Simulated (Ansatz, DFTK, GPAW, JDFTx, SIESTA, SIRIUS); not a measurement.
**One calculation of HPbNO4, 7 ways**

```
H Pb N O
1.0
     3.85404    0.14384    0.09012
    -0.25320    5.52698    0.16471
    -0.48197   -1.92720    5.72025
H Pb N O
1 1 1 4
Direct
  0.10913 0.65718 0.54463
  0.61029 0.52127 0.15100
  0.91580 0.96263 0.95867
  0.01384 0.13639 0.88084
  0.72398 0.01057 0.12858
  0.00389 0.73732 0.87043
  0.11927 0.59324 0.37651
```

The cell comes from a database or a generator and needn't be the stable form of this composition.

Alike in all runs: task single point; functional PBE; k mesh 7 × 5 × 5; occupations fermi-dirac, width 0.05 eV; no spin polarisation; no spin-orbit coupling. Pressure is positive in compression and, in plane waves, holds the error of the finite cutoff, which Ansatz's Pulay term estimates and takes out.

```tsv
program and potentials	plane-wave cutoff (eV)	notes	pressure (GPa)	largest force (eV/Å)
Ansatz, Ansatz PAW	420	Pulay term of +0.51 GPa included	0.00	-
SIESTA, files PseudoDojo sr-pbe-0.4.1-standard, DZP (energy shift 0.003 Ry; two zetas on semicore shells)	-	atomic basis	2.36	1.363
Ansatz, all-electron LAPW, scalar-relativistic	-	-	-0.08	0.053
DFTK, PseudoDojo SR PBE 0.4.1 standard (PBE)	1143	-	0.00	0.209
GPAW, GPAW PAW data sets (gpaw-data 1.2.1)	800	-	-0.26	0.133
JDFTx, PseudoDojo-SR-PBE-0.5-standard (H, N, O) + PseudoDojo-SR-PBE-0.4.1-standard (Pb) with smoothed tails	1143	-	0.00	0.209
SIRIUS, PseudoDojo 0.4.1 PBE standard (scalar relativistic)	1152	-	0.01	0.209
```

Force on atom 4 (O), eV/Å:

| program and potentials | x | y | z |
| --- | --- | --- | --- |
| SIESTA, files PseudoDojo sr-pbe-0.4.1-standard, DZP (energy shift 0.003 Ry; two zetas on semicore shells) | 0.418 | 1.214 | -0.456 |
| Ansatz, all-electron LAPW, scalar-relativistic | -0.015 | -0.043 | 0.017 |
| DFTK, PseudoDojo SR PBE 0.4.1 standard (PBE) | 0.007 | 0.025 | -0.003 |
| GPAW, GPAW PAW data sets (gpaw-data 1.2.1) | -0.001 | 0.007 | 0.001 |
| JDFTx, PseudoDojo-SR-PBE-0.5-standard (H, N, O) + PseudoDojo-SR-PBE-0.4.1-standard (Pb) with smoothed tails | 0.006 | 0.025 | -0.003 |
| SIRIUS, PseudoDojo 0.4.1 PBE standard (scalar relativistic) | 0.007 | 0.025 | -0.003 |

The pressure spans -0.26 (GPAW, GPAW PAW data sets (gpaw-data 1.2.1)) to 2.36 GPa (SIESTA, files PseudoDojo sr-pbe-0.4.1-standard, DZP (energy shift 0.003 Ry; two zetas on semicore shells)), with all-electron results at -0.08. Rows in atomic bases carry the error of their basis and grid, which can be large.

Differences between rows come from potentials, basis sets and numerical settings, since the functional is the same but for its coding. Runs on potential files found faulty are left out.
